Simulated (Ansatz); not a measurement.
Ta$_{2}$O$_{5}$ in space group Pmmn (No. 59; Ta on 4e, O on 4e, O on 4e, O on 2a), PBE in the plane-wave PAW code Ansatz, all energies at zero smearing, with the estimated change up to a 700 eV cutoff added, with one set of potentials and settings (totals compare only within such a set). Cell of 14 atoms (4 Ta, 10 O): -45422.557 eV.

```csv
element,reference phase,E (eV/atom)
Ta,"Im-3m, 1 atoms in the cell",-9933.2341
O,"C2/m, 4 atoms in the cell, spin-polarised",-565.0042
```

Formation energy per atom, worked out: (-45422.557 − 4×(-9933.2341) − 10×(-565.0042))/14 = -2.827 eV/atom (-273 kJ per mol of atoms), at 0 K, without zero-point energy or fitted corrections.

The workflow started from a Materials Project entry (that database holds measured and hypothetical structures alike); the Crystallography Open Database copy checked does not list it. COD files the formula under space group No. 49, so this cell is another polymorph or a model. Its standing as an ambient phase is unchecked. Symmetry was held in the PBE relaxation; its stability against distortions is not shown here. The run is not spin-polarised. The references are the lowest solids computed at this level, not always the standard phases (solids in place of the gases). Spin–orbit coupling is left out wherever it is not named.

Potentials: the earlier of the program's two PAW sets.
